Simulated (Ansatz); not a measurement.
ZnPt₃: zone-centre modes under pressure

ZnPt₃, Pm-3m, a = 3.849 Å. The structure is a COD entry; whether it is the stable form wasn't checked. Ansatz: LDA, PAW, 420 eV, Γ-centred 12×12×12 mesh on 4 atoms, Fermi-Dirac smearing 0.15 eV; no spin polarisation. Cell and atoms are relaxed at each pressure with the symmetry kept; optical modes at Γ by linear response, in cm⁻¹, matched by rank (the highest 3 distinct ones).

| P (GPa) | V (Å³/atom) | ω1 | ω2 | ω3 |
| --- | --- | --- | --- | --- |
| 0 | 14.257 | 112.0 | 137.8 | 202.2 |
| 5 | 14.000 | ? | ? | ? |
| 15 | 13.560 | 127.2 | 159.2 | 229.4 |

**Question.** Get each mode's Grüneisen parameter γ = −d ln ω/d ln V from the other rows and predict the missing frequencies.

**Answer.** ln(V/V0) = 0.0000, -0.0182, -0.0501; a line through ln(ω/ω0) of the 2 known rows gives ω1: γ = 2.540, predicted 117.3, computed 117.5; ω2: γ = 2.881, predicted 145.2, computed 145.5; ω3: γ = 2.519, predicted 211.7, computed 212.0. The worst miss is 0.2 %, or 4 % of the shift under pressure, so a constant γ serves at that level. In a metal these frequencies hang on the mesh and smearing.

Spin–orbit coupling is left out, which can shift energies with elements as heavy as these.